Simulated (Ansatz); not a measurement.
Cd:
```
CELL_PARAMETERS angstrom
      0.00000     3.34962     3.34962
      3.34962     0.00000     3.34962
      3.34962     3.34962     0.00000
ATOMIC_POSITIONS crystal
  Cd 0.25000 0.25000 0.25000
  Cd 0.00000 0.00000 0.00000
```

This is the PBE-relaxed structure.

Q: All from PBE (plane waves, PAW; program Ansatz), unless another level is named. Give the density of states at the Fermi level.

A: 0.67 states/eV per atom (mean over ±0.08 eV).

Q: Next, the gap with spin–orbit coupling?

A: none (metallic).

Space group Fd-3m (diamond). A made-up cell: these elements were put on the sites of a structure type; neither database checked (COD, Materials Project) lists it. It is not the phase usual at ambient conditions (space group No. 194). Symmetry was held in the PBE relaxation. At this level the phase is mechanically unstable. Scalar-relativistic: spin–orbit coupling is off unless named, which matters more the heavier the elements.

Potentials: the later of the program's two PAW sets.
